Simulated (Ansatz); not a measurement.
# Questions on the electronic state of NiSb

We look at NiSb: a measured crystal structure (space group P6_3/mmc), with 4 atoms per cell. Source: COD entry 1538728; the sample's temperature and pressure aren't taken into account, and it need not be the stable phase.

```
CELL_PARAMETERS angstrom
3.93500 0.00000 0.00000
-1.96750 3.40781 0.00000
0.00000 0.00000 5.13600
ATOMIC_POSITIONS crystal
Ni 0.00000 0.00000 0.00000
Ni 0.00000 0.00000 0.50000
Sb 0.33333 0.66667 0.25000
Sb 0.66667 0.33333 0.75000
```

Numbers behind element symbols give the atom's place in this list.

Computed with Ansatz development build ahead of 0.2.0, DFT, PBE+U, PAW, plane waves, scalar-relativistic.

- Hubbard term (Dudarev form): U − J = 6.2 eV on Ni d, on Löwdin-orthonormalised all-electron atomic orbitals
- Plane-wave cutoff: 420 eV
- k-point mesh: 8×8×6 (Γ-centred)
- Occupations: Gaussian smearing, 0.1 eV

A static U favours moments and orbital order; the result depends on U and need not be the measured state.

“Lowest” means lowest among the runs made in this cell.

Question: Predict the lowest-energy solution among 16 converged runs.

Answer: Non-magnetic, no gap on the k-mesh.
